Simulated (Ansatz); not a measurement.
RbBr:
```yaml
crystal:
  lattice:
    - [0.00000, 3.42193, 3.42193]
    - [3.42193, 0.00000, 3.42193]
    - [3.42193, 3.42193, 0.00000]
  atoms:
    - { symbol: Rb, position: [0.00000, 0.00000, 0.00000] }
    - { symbol: Br, position: [0.50000, 0.50000, 0.50000] }
```

x, y and z are the axes in which the lattice vectors are written.

Q: Give the high-frequency dielectric tensor and the Born effective charge tensors of the independent atoms from DFPT, PBEsol in the plane-wave PAW code Ansatz.

A: 
ε∞:
```
2.59  0.00  0.00
0.00  2.59  0.00
0.00  0.00  2.59
```
Z* of atom 1 (Rb), rows: field, columns: displacement, in e:
```
1.16  0.00  0.00
0.00  1.16  0.00
0.00  0.00  1.16
```
Z* of atom 2 (Br), rows: field, columns: displacement, in e:
```
-1.16   0.00   0.00
 0.00  -1.16   0.00
 0.00   0.00  -1.16
```

Space group Fm-3m (rock salt). Symmetry was held in the PBEsol relaxation. Scalar-relativistic: spin–orbit coupling is off unless named, which matters more the heavier the elements.

Potentials: the later of the program's two PAW sets.
